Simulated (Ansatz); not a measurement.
Calculated with Ansatz: Li₄TlCl, relaxation

Run with:

```bash
ansatz run input.yaml --threads 2 --pin off --max-ram 3584MiB --backend cpu --events-out ev --progress --plain --runs-dir out
```

The input file (Ansatz 0.2.0, plane waves):

```yaml
crystal:
  lattice:
    - [0.0, 4.067129, 4.067129]
    - [4.067129, 0.0, 4.067129]
    - [4.067129, 4.067129, 0.0]
  atoms:
    - { symbol: Tl, position: [0.5, 0.5, 0.5] }
    - { symbol: Cl, position: [0.0, 0.0, 0.0] }
    - { symbol: Li, position: [0.127, 0.127, 0.127] }
    - { symbol: Li, position: [0.619, 0.127, 0.127] }
    - { symbol: Li, position: [0.127, 0.127, 0.619] }
    - { symbol: Li, position: [0.127, 0.619, 0.127] }
  symmetry: { tolerance: 0.0003 }
kpoints:
  mp_grid: { grid: [6, 6, 6], shift: [0, 0, 0] }
magnetization:
  spin_polarized: false
scf:
  occupations: { method: gaussian, width: 0.0196 }
  lower_state_search: "off"
hamiltonian:
  pseudopotentials: { kind: paw }
  xc: r2scan
basis:
  ecutwfc: 500
  fft_grid_basis: typed
relax:
  max_steps: 60
  cell: { p_target: 0.0 }
  f_tol: 0.03
output:
  forces: true
  stress: true
  eigenvalues: true
  bader: true
  populations: true
  elf: true
  write_potential: true
  volumetric_format: npy
  dos:
    e_range: [-12, 8]
    de: 0.05
    projected: { site_lists: { Cl: [Cl], Li: [Li], Tl: [Tl] } }
checkpoint:
  read: saved_state
```

Origin of the cell: a known structure type with other elements, at an estimated volume, so it need not be a known compound.

The saved state is a converged single point of the same cell.

Steps («new basis» is an SCF on plane waves selected anew at the same cell):

```
step  ΔF (meV/atom)  max force component (eV/Å)  P (GPa)  volume (Å³)  SCF iterations   step was
   1            0.0                       2.638    12.73       134.55               7   accepted
   2         -228.0                       1.392     8.96       135.52               8   accepted
   3         -411.6                       0.426     3.28       156.26               7   accepted
   4         -455.5                       0.150     1.06       174.27               9   accepted
   5         -463.1                       0.032     0.23       184.23               9   accepted
   6         -463.5                       0.004     0.03       187.19               7   accepted
   7         -463.9                       0.004     0.03       187.19               9  new basis
```

The starting structure.

Space group F-43m (No. 216); the run's cell has a = 5.752 Å, b = 5.752 Å, c = 5.752 Å, α = 60.00°, β = 60.00°, γ = 60.00°. Shortest distances: Cl–Li 1.79 Å, Li–Li 2.83 Å, Li–Tl 3.37 Å.

The relaxed structure.

Space group F-43m (No. 216); the run's cell has a = 6.421 Å, b = 6.421 Å, c = 6.421 Å, α = 60.00°, β = 60.00°, γ = 60.00°. Shortest distances: Cl–Li 2.20 Å, Li–Li 2.83 Å.

```yaml
crystal:
  lattice:
    - [0.00000, 4.54030, 4.54030]
    - [4.54030, 0.00000, 4.54030]
    - [4.54030, 4.54030, 0.00000]
  atoms:
    - { symbol: Tl, position: [0.50000, 0.50000, 0.50000] }
    - { symbol: Cl, position: [0.00000, 0.00000, 0.00000] }
    - { symbol: Li, position: [0.13973, 0.13973, 0.13973] }
    - { symbol: Li, position: [0.58082, 0.13973, 0.13973] }
    - { symbol: Li, position: [0.13973, 0.13973, 0.58082] }
    - { symbol: Li, position: [0.13973, 0.58082, 0.13973] }
```

- Free energy lowered by: 463.9 meV/atom
- Volume change: 39.12 %
- Final pressure: 0.03 GPa
- Relaxation steps listed: 7
- Formation energy (elements under the same functional, gases as molecules, uncorrected): -0.385 eV/atom
- Gap on the mesh: none (metal)

Caveats: no spin, though holes on the anions or broken bonds may carry moments; no spin-orbit coupling, though heavy elements are present; the relaxation held the start's symmetry, so the end may be a saddle point.

The run took 84 s of wall time on 2 CPU thread(s) of a shared host, from a saved density.
